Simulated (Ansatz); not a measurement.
Theory: DFT PBE, scalar-relativistic, plane waves, PAW in Ansatz. All cells share a 420 eV cutoff and Γ-centred k meshes spaced at most about 0.3 Å⁻¹ (about 0.25 or finer for metals, 2π included). No spin polarisation in the final relaxations.

All energies are static (0 K, no zero-point motion).

Compare these two cells of Sc3Ta, each relaxed at this level.

A.

```
CELL_PARAMETERS angstrom
6.38051 0.00000 0.00000
-3.19025 5.52568 0.00000
0.00000 0.00000 5.01901
ATOMIC_POSITIONS crystal
Sc 0.34525 0.17262 0.75000
Sc 0.82738 0.17262 0.75000
Sc 0.82738 0.65475 0.75000
Sc 0.65475 0.82738 0.25000
Sc 0.17262 0.82738 0.25000
Sc 0.17262 0.34525 0.25000
Ta 0.66667 0.33333 0.25000
Ta 0.33333 0.66667 0.75000
```

B.

```
CELL_PARAMETERS angstrom
4.44452 0.00000 0.00000
0.00000 4.44452 0.00000
0.00000 0.00000 4.44452
ATOMIC_POSITIONS crystal
Sc 0.50000 0.50000 0.00000
Sc 0.50000 0.00000 0.50000
Sc 0.00000 0.50000 0.50000
Ta 0.00000 0.00000 0.00000
```

Question: Which form is favoured at zero pressure, and by what margin per atom?

Answer: A is lower, by 47 meV/atom. A has the Ni3Sn (D0_19) type, space group P6_3/mmc (No. 194), 22.1 Å³/atom and no gap on its mesh; B has the Cu3Au (L1_2) type, space group Pm-3m (No. 221), 21.9 Å³/atom and no gap. Counting all near atoms (those within 1.25 times the shortest distance at each site), A and B both have Sc 12, Ta 12. Even the lower one lies +0.13 eV/atom against the reference forms of the elements (uncorrected), so neither is stable at this level. Both come from invented guesses.

Spin–orbit coupling, which can matter for Ta, is left out. Cells relaxed within their symmetry can be saddle points.
